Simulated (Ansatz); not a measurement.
Input:

MgCd3 (space group P6_3/mmc)

```cif
data_Cd6Mg2
_chemical_formula_sum 'Mg2 Cd6'
_space_group_name_H-M_alt 'P63/mmc'
_space_group_IT_number 194
_space_group_name_Hall '-P 6c 2c'
_cell_length_a 6.26456
_cell_length_b 6.26456
_cell_length_c 4.94385
_cell_angle_alpha 90.000
_cell_angle_beta 90.000
_cell_angle_gamma 120.000
loop_
_atom_site_label
_atom_site_type_symbol
_atom_site_symmetry_multiplicity
_atom_site_Wyckoff_symbol
_atom_site_fract_x
_atom_site_fract_y
_atom_site_fract_z
_atom_site_occupancy
Mg1 Mg 2 c 0.33333 0.66667 0.25000 1
Cd1 Cd 6 h 0.33418 0.16709 0.25000 1
```

The volume is varied about the relaxed value V₀ at fixed cell shape. The atoms relax within the cell's symmetry.

Level of theory: r2SCAN (plane waves to 500 eV, PAW, scalar-relativistic; Ansatz, a quantum-chemistry and plane-wave program). k mesh 9×9×10 (Γ-centred), Fermi-Dirac smearing 0.05 eV. Energies are smeared free energies. Compression counts positive. With the shape held, the modulus is that of even scaling; a crystal free to change shape is softer. MgCd3 was relaxed with its symmetry unable to fall. The zero of ΔE is the relaxed starting cell.

The scan covers V/V₀ from 0.840 to 1.160 in 9 points.

### Question
What pressure does the cell carry at V/V₀ = 0.840?

### Answer
14.8 GPa.

### Question
What is ΔE at V/V₀ = 1.160?

### Answer
67 meV/atom.

### Question
What is ΔE at V/V₀ = 0.840?

### Answer
130 meV/atom.

(Under strain, the slope of the energy per volume gives the stress and its curvature an elastic modulus.)
